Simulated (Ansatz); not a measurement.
## Structure relaxation, Be

The start is a randomly generated symmetric cell of Be (space group No. 51). The cell and all atomic positions are relaxed at zero pressure with r2SCAN (plane waves to 500 eV, PAW, scalar-relativistic; Ansatz, an electronic-structure program). The first steps use a coarse 9×20×10 k-mesh.

Starting cell:
```
CELL_PARAMETERS angstrom
      3.49414     0.00000     0.00000
      0.00000     1.62727     0.00000
      0.00000     0.00000     3.11679
ATOMIC_POSITIONS crystal
  Be 0.25000 0.50000 0.07538
  Be 0.75000 0.50000 0.92462
```

Problem. What pressure does the first self-consistent step give?

Solution. +56.5 GPa (positive: the cell is compressed).

Problem. What is the largest force in the starting geometry, and on which atom (counted from 1)?

Solution. 0.07 eV/Å, on Be1, Be2 (atoms numbered as listed).

Problem. Is the relaxed structure metallic? Give its gap.

Solution. No gap (metallic).

Problem. Write out the relaxed structure.

Solution. 
Space group P6/mmm (No. 191); a = b = 2.146 Å, c = 2.446 Å, α = β = 90.00°, γ = 120.00°

| atom | site | symmetry | x | y | z |
|---|---|---|---|---|---|
| Be | 1b | 6/mmm | 0.0000 | 0.0000 | 0.5000 |

Final values are on a 25×25×19 k-mesh of the relaxed cell. No spin polarisation in the result.

The run could not lose the symmetry of its start: the end is stationary, and may be a saddle point rather than a minimum.

The relaxed structure here is a generated cell of Be: the first start was made by a random draw of sites in a space group, and the end was not matched to a known phase here, so it may be hypothetical. Known forms of Be include space group No. 194.
